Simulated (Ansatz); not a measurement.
Each is relaxed and computed with PBEsol in the plane-wave PAW code Ansatz. Which is the only one with a gap?
A. WO3, Pnma (W on 4c, O on 4c, O on 4c, O on 4c)
B. SiW3, Fm-3m (Si on 4a, W on 4b, W on 8c)
C. BW, rock salt
D. WC, CsCl type

A, WO3, Pnma (W on 4c, O on 4c, O on 4c, O on 4c). WO3: gap 1.12 eV (indirect); SiW3: metal; WC: metal; BW: metal. Constructed cells (a structure type filled with these elements, in neither database checked): SiW3, Fm-3m (Si on 4a, W on 4b, W on 8c); WC, CsCl type. Built on a structure type that need not be the filed one of that space group: WO3, Pnma (W on 4c, O on 4c, O on 4c, O on 4c). Typed or built starts, not in the databases checked: BW, rock salt. Not the usual ambient phase: WC, CsCl type. Standing as an ambient phase not checked: WO3, Pnma (W on 4c, O on 4c, O on 4c, O on 4c). Began spin-polarised and lost the moments: WO3, Pnma (W on 4c, O on 4c, O on 4c, O on 4c). Weakly bound layers, chains or molecules computed without a dispersion correction, so cells and soft constants are ill determined: WO3, Pnma (W on 4c, O on 4c, O on 4c, O on 4c). All cells were relaxed under the symmetry of their starts (and spin orders); stability against distortions was not tested throughout. Named crystals with no word on spin ran without spin polarisation. Scalar-relativistic: spin–orbit coupling is off unless named, which matters more the heavier the elements.

Potentials: the earlier of the program's two PAW sets. The files were generated under PBE; for other functionals the program regenerates the frozen cores, and for LDA and PBEsol the local potential too.
